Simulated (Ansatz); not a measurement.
## Structures of TeW: which is lowest?

Plane-wave DFT in Ansatz with scalar-relativistic PAW potentials, cutoff 420 eV, Γ-centred meshes chosen by cell and gap, Gaussian smearing with energies taken to zero width. Every cell was relaxed (cell and atoms) in a run of its own, within the symmetry of its start. Functional: PBE.

Relaxed structures (starts from databases or built by putting these elements on another compound's sites):
A. P6_3mc, 4 atoms in the computed cell, a = 3.278 Å, c = 9.223 Å; sites (symmetry × multiplicity) Te 3m. × 2, W 3m. × 2; start: built
B. Pm-3m, 2 atoms in the computed cell, a = 3.337 Å; sites (symmetry × multiplicity) Te m-3m × 1, W m-3m × 1; start: built

Question: Rank them by energy. Could pressure change the order?

Answer:
```tsv
structure	group	E − E(lowest) (meV/atom)	V (Å³/atom)	gap on mesh (eV)
A	P6_3mc	0.0	21.46	0.00
B	Pm-3m	46	18.59	0.00
```

A is lowest, 46 meV/atom under B. B is denser by 2.87 Å³/atom, so pressure favours it: ΔE/ΔV, with ΔE in eV and 1 eV/Å³ = 160.2 GPa, gives about 2.6 GPa for equal enthalpy if both cells were rigid, a rough figure since the two compress differently. Other structures may lie lower than all of these, and vibrations aren't counted.

Spin-orbit coupling is left out, which matters for the bands of heavy elements.